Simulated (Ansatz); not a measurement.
LiAuO₂ in space group I4_122 (No. 98; Li on 4a, Au on 4b, O on 8f), LDA (plane waves, PAW; program Ansatz). The conduction-band minimum lies on the M–S line, 80 % of the way from M, with 4 equivalent valleys. Second derivatives d²E/dk² of the lowest band at one valley (eV·Å²), along Cartesian directions:

```json
[
 {"direction": "[100]", "d²E/dk²": "2.297"},
 {"direction": "[010]", "d²E/dk²": "7.674"},
 {"direction": "[001]", "d²E/dk²": "12.97"},
 {"direction": "[110]", "d²E/dk²": "4.986"},
 {"direction": "[101]", "d²E/dk²": "7.633"},
 {"direction": "[011]", "d²E/dk²": "10.25"}
]
```

### Question
Find the principal effective masses, the density-of-states mass and the conductivity mass.

### Answer
Off-diagonal terms follow from H_xy = H[110] − (H_xx + H_yy)/2, and m*/mₑ = 7.620 eV·Å² over each eigenvalue: 0.59, 0.99, 3.3. One valley's DOS mass (m₁m₂m₃)^(1/3) = 1.2, conductivity mass 3/(Σ 1/mᵢ) = 1.0 mₑ.

### Question
What effective density of states Nc follows at 300 K for parabolic valleys?

### Answer
Nc = 2.509e19 × 4 × (1.2)^(3/2) ≈ 1.3e20 cm⁻³.

### Question
With the computed static dielectric constant 8.93 (mean of the diagonal), estimate a hydrogenic donor's binding energy and radius.

### Answer
E = 13.606 eV × 1.0/8.93² ≈ 170 meV; a = 0.529 Å × ε/m* ≈ 4.7 Å. Semilocal masses tend to be too small where the gap is.

The first step of the workflow began from a Materials Project structure, measured or hypothetical; the Crystallography Open Database copy checked does not list it. With Li and Au taken as one species the cell has the higher symmetry P4_2/mmc, so it may be an ordered model of a mixed-site phase. Whether it is the stable phase at ambient conditions was not checked. The LDA relaxation kept the symmetry of its start; of distortions, only those at the zone centre were tested. Scalar-relativistic: spin–orbit coupling is off unless named, which matters more the heavier the elements.

Potentials: the later of the program's two PAW sets.
